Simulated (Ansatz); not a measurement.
The numbers come from plane-wave PAW DFT (Ansatz): LDA, no spin polarisation, 420 eV, 6×6×3 Γ-centred k points, fermi-dirac occupations (width 0.1 eV). Nothing was relaxed.

Computed maps in the lattice plane spanned by b (left to right, 8.00 Å, 24 points from zero) and c (bottom to top, 8.15 Å, 25 points from zero), 65° apart, at height 0.515 along a. The fields are smooth PAW ones with compensation charges, not the true ones near nuclei.

Valence density. Digits on a logarithmic scale: 0 up to 0.03 e/Å³, each further digit a factor of 1.6, 9 from 1.3 e/Å³ up:
```
443333333322222223334455
765333333333222222334567
986533333444332223334679
999653333444444334444689
999864333445555445555679
999975444445665556787679
999976555445666668999877
788776777655566668999987
666666799865555567999997
555556899986555556899997
554455799997656655689997
555655679997667776567876
567876667887678987655555
579999765666668998755445
579999965555557999765555
679999986555456788766666
778999996555544566666787
977899986555544445557899
997778876555554434456999
998656655445554433346899
998654443334444433334699
997643332223344443333568
776543322222233444333346
455443322211223344333334
333333333222122333333333
```

ELF. Ten even steps from '0' (0.10) to '9' (0.83):
```
310001110000000000012465
974100100011100000013789
999620000123321000013799
579851000135542111112697
116972000136764212222487
414973111136776312332268
867872122124676423455337
688752233212455423566523
245431244421223222567642
111111345532111111356652
100001245542111111235542
111111134542222221112332
123332112332223432111111
134554211111123443210000
135666421111113444211111
224677531111112343213444
633567642234311232125787
873356532245531122126876
487224431246652111127951
168522221135653100026971
579631111113432100014897
999741100001221000001699
998741000000110000000147
356531100000000000000001
001111100000000000011110
```

Q: The cell is NbAu3Se2. Which atoms lie within 0.2 Å of this plane, and where (fractions of b and c)?

A: Se at (0.03, 0.79), Se at (0.97, 0.21). The whole cell:
```
CELL_PARAMETERS angstrom
0.00000 4.08145 0.00000
7.73186 -2.04073 0.00000
3.51703 0.00000 -7.35709
ATOMIC_POSITIONS crystal
Au 0.68846 0.37692 0.55987
Au 0.31154 0.62308 0.44013
Nb 0.13545 0.27090 0.95260
Nb 0.86455 0.72910 0.04740
Au 0.59465 0.18930 0.35129
Au 0.40535 0.81070 0.64871
Se 0.51514 0.03028 0.78714
Se 0.48486 0.96972 0.21286
Se 0.20383 0.40766 0.29386
Se 0.79617 0.59234 0.70614
Au 0.05605 0.11210 0.60162
Au 0.94395 0.88790 0.39838
```

Origin: a known structure type with other elements, at an estimated volume, so it need not be a known compound. Caveats: many states at the Fermi level without spin polarisation, so a magnetic state may lie lower; atoms or cell far from equilibrium.
